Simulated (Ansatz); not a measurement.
**Ti: two-dimensional strain map**

These are results of DFT PBEsol, scalar-relativistic, plane waves, PAW (Ansatz 0.2.0), not measurements. Settings: plane waves to 420 eV, k-mesh 20×20×20 (Γ-centred), Gaussian smearing 0.15 eV. No spin polarisation. Energies are free energies at this smearing, counted from the undisturbed cell; pressure is positive in compression.

Zero of the scan (as given, not relaxed at this level; it stands at -6.7 GPa; this bcc form isn't the usual structure):

```
Ti
1.0
    -1.64100    1.64100    1.64100
     1.64100   -1.64100    1.64100
     1.64100    1.64100   -1.64100
Ti
1
Direct
  0.00000 0.00000 0.00000
```

The cell is strained by p along both x and y and by q along z, fractional coordinates fixed. Points are written (p, q).

p was sampled at -0.030, -0.015, 0.000, 0.015, 0.030 and q at -0.030, -0.015, 0.000, 0.015, 0.030.

Task: Where on the computed points is the energy highest, and how high?

Result: At (0.030, 0.030): 104.9 meV/atom.

Task: Away from (0, 0), which computed point is lowest?

Result: (-0.030, 0.000): -25.1 meV/atom.

The map, in meV/atom:

```
 p \ q  -0.030  -0.015  0.000  0.015  0.030
-0.030   -20.8   -24.2  -25.1  -23.8  -20.4
-0.015   -24.6   -22.1  -17.5  -10.8   -2.2
 0.000   -18.3   -10.1    0.0   11.9   25.4
 0.015    -2.7    10.9   26.3   43.1   61.4
 0.030    21.1    40.0   60.4   82.0  104.9
```